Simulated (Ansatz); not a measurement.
ZrSiS (space group P4/nmm)

```xyz
6
Lattice="3.4980 0.0000 0.0000 0.0000 3.4980 0.0000 0.0000 0.0000 7.9728" Properties=species:S:1:pos:R:3 pbc="T T T"
Zr     0.0000     1.7490     5.8090
Zr     1.7490     0.0000     2.1638
Si     0.0000     0.0000     0.0000
Si     1.7490     1.7490     0.0000
S      1.7490     0.0000     4.9454
S      0.0000     1.7490     3.0274
```

The slice is a (001) plane (indices of the conventional cell) through the point (0.000, 0.500, 0.380) (fractional), spanned by u = [100] and v = [010] in vectors of this cell: u (3.50 Å) and v (3.50 Å, at 90° to u). It covers one period; positions are fractions (u, v).

Calculation: LDA (plane waves to 420 eV, PAW, scalar-relativistic; Ansatz, an electronic-structure program). k mesh 13×13×6. Near the nuclei the fields are pseudised (PAW); where an atom keeps semicore shells as valence, they peak there. ZrSiS is run without spin polarisation. ZrSiS was relaxed with its symmetry unable to fall.

**Question.** Sketch the electron localisation function (ELF) on this plane as a map.

**Answer.** 
| v \ u | 0.00 | 0.10 | 0.20 | 0.30 | 0.40 | 0.50 | 0.60 | 0.70 | 0.80 | 0.90 |
|---|---|---|---|---|---|---|---|---|---|---|
| 0.90 | x | x | 0.85 | 0.74 | 0.31 | 0.11 | 0.31 | 0.74 | 0.85 | x |
| 0.75 | 0.84 | 0.83 | 0.71 | 0.30 | 0.11 | 0.10 | 0.11 | 0.30 | 0.71 | 0.83 |
| 0.60 | 0.39 | 0.31 | 0.14 | 0.14 | 0.35 | 0.48 | 0.35 | 0.14 | 0.14 | 0.31 |
| 0.45 | 0.20 | 0.15 | 0.09 | 0.16 | 0.45 | 0.58 | 0.45 | 0.16 | 0.09 | 0.15 |
| 0.30 | 0.78 | 0.74 | 0.50 | 0.17 | 0.14 | 0.17 | 0.14 | 0.17 | 0.50 | 0.74 |
| 0.15 | 0.67 | 0.79 | 0.85 | 0.66 | 0.21 | 0.09 | 0.21 | 0.66 | 0.85 | 0.79 |
| 0.00 | x | x | 0.82 | 0.78 | 0.39 | 0.14 | 0.39 | 0.78 | 0.82 | x |

Values: electron localisation function (ELF). Points within 0.5 Å of a nucleus are blanked (x), as the pseudised field means little there.
